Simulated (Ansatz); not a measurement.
Ag (fcc, Cu type)

```
CELL_PARAMETERS angstrom
      0.00000     2.05275     2.05275
      2.05275     0.00000     2.05275
      2.05275     2.05275     0.00000
ATOMIC_POSITIONS crystal
  Ag 0.00000 0.00000 0.00000
```

The slice is a {110} plane (indices of the conventional cell) through the point (0.000, 0.000, 0.000) (fractional), spanned by u = [100] and v = [1 -1 -1] in vectors of this cell: u (2.90 Å) and v (4.11 Å, at 90° to u). It covers one period; positions are fractions (u, v).

All values below come from r2SCAN (plane waves to 500 eV, PAW, scalar-relativistic; Ansatz, a program for electronic structure). k mesh 19×19×19. Near the nuclei the fields are pseudised (PAW); where an atom keeps semicore shells as valence, they peak there. Ag was relaxed with its symmetry unable to fall. The PAW data are Ansatz's earlier set.

What is the ELF at the midpoint of the shortest Ag–Ag line in this plane (2.90 Å)?

0.15.

What is the valence density on the shortest Ag–Ag line in this plane (2.90 Å), at its midpoint?

0.21 e/Å³.

Sketch the valence electron density on this plane as a map.


```
|@@@@@@%%##**==--::......::--==**##%%@@@@|
|@@@@%%%%##++==--::......::--==++##%%%%@@|
|%%%%%%##**++--::..........::--++**##%%%%|
|####****++==--::..........::--==++****##|
|****++====--::......  ......::--====++**|
|======----::......      ......::----====|
|----::::::......          ......::::::--|
|::::..........              ..........::|
|..........                      ........|
|                ..........              |
|              ..............            |
|              ..............            |
|              ..............            |
|              ..............            |
|              ..............            |
|              ..............            |
|              ..............            |
|                ..........              |
|..........                      ........|
|::::..........              ..........::|
|----::::::......          ......::::::--|
|======----::......      ......::----====|
|****++====--::......  ......::--====++**|
|####****++==--::..........::--==++****##|
|%%%%%%##**++--::..........::--++**##%%%%|
|@@@@%%%%##++==--::......::--==++##%%%%@@|
|@@@@@@%%##**==--::......::--==**##%%@@@@|
|@@@@@@%%##**==--::......::--==**##%%@@@@|
```
Scale: ten equal steps from -1.05 (start of ' ') to 1.37 (end of '@'), in the order ' .:-=+*#%@'. Values: log₁₀ of the valence density in e/Å³. The map has 20 points along u (two characters each, u = 0 at the left) and 28 along v (v = 0 in the bottom row). The scale is logarithmic, as a density can span decades between atoms and voids.
